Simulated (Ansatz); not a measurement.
Molecular dynamics on a 1×1×1 supercell (4 atoms) of AlGaN2 (ordering on rocksalt), relaxed with r2SCAN. Forces come from r2SCAN in the PAW code Ansatz: a Langevin thermostat at fixed volume, 300 K, steps of 1 fs. Computed, non-magnetic; the trajectory is short and the cell small, so nothing here is a converged average. The structure comes from a prototype and may be hypothetical.

```yaml
crystal:
  lattice:
    - [1.4602772576, 0.8430914677, 4.7706944247]
    - [-1.4602772576, 0.8430914677, 4.7706944247]
    - [0.0, -1.6861829355, 4.7706944247]
  atoms:
    - { symbol: Al, position: [1.0, 0.0, 0.0] }
    - { symbol: Ga, position: [0.5, 0.5, 0.5] }
    - { symbol: "N", position: [0.2534012781, 0.2534012781, 0.2534012781] }
    - { symbol: "N", position: [0.7465987219, 0.7465987219, 0.7465987219] }
kpoints:
  mp_grid: { grid: [6, 6, 6] }
hamiltonian:
  xc: r2scan
scf:
  occupations: { method: fermi_dirac, width: 0.026 }
md:
  ensemble: nvt_langevin
  temperature: 300
  timestep: 1.0
  n_steps: 30
  initial_velocities: maxwell_boltzmann
  seed: 8737
```

Run as `ansatz run input.yaml --threads 4 --pin off --max-ram 3686MiB --backend cpu --events-out ev --progress --plain --runs-dir out`.

Question: What wall time did it need on 4 threads of Arm Neoverse V2, with other jobs on the host, and how much host memory at the peak?

Answer: About 73 s, with a peak of 0.56 GiB.

Question: How do temperature and energy develop?

Answer: The temperature starts at 225 K, is lowest at step 21 (108 K, 21 fs) and ends at 116 K. The thermostat hasn't had time to restore it. The atoms start on their lattice sites with kinetic energy alone, so much of it first passes into potential energy. The first value is 3/4 of the setting, since velocities are drawn without the motion of the centre of mass and T is counted over all atoms. By the last step the atoms have moved 0.08 Å in the root mean square, the drift of the whole cell taken out, 0.12 Å at most.
```tsv
step	t (fs)	T (K)	free energy F from step 0 (meV/atom)	kinetic energy (meV/atom)	largest force (eV/Å)
0	0	225	0.0	29.1	0.00
1	1	212	0.1	27.4	0.11
2	2	214	0.6	27.7	0.22
3	3	206	1.3	26.7	0.32
4	4	201	2.2	26.0	0.40
5	5	223	3.3	28.9	0.49
6	6	222	4.8	28.6	0.58
7	7	205	6.3	26.5	0.65
8	8	172	7.7	22.2	0.69
9	9	169	9.2	21.8	0.73
10	10	207	10.8	26.7	0.76
11	11	205	12.6	26.5	0.79
12	12	165	14.5	21.3	0.84
13	13	178	16.3	23.1	0.90
14	14	142	17.9	18.3	0.95
15	15	146	19.2	18.9	0.98
16	16	141	20.4	18.3	0.99
17	17	150	21.5	19.4	1.00
18	18	156	22.4	20.1	1.00
19	19	163	22.9	21.1	0.97
20	20	123	23.0	15.9	0.92
21	21	108	22.9	13.9	0.86
22	22	135	22.6	17.4	0.78
23	23	147	22.3	19.0	0.82
24	24	166	21.9	21.4	0.88
25	25	177	21.5	22.9	0.92
26	26	169	21.3	21.8	0.96
27	27	119	21.2	15.4	0.99
28	28	126	21.1	16.3	1.02
29	29	135	21.2	17.5	1.04
30	30	116	21.1	14.9	1.05
```

Positions (Å) and forces (eV/Å) at step 30:
```
Al   1.508   0.788   4.787     0.185   0.067   0.155
Ga  -0.069   0.012   7.190     0.758  -0.340  -0.646
N    0.082  -0.032   3.612    -0.593   0.197   0.444
N    0.108  -0.066  10.670    -0.350   0.077   0.046
```
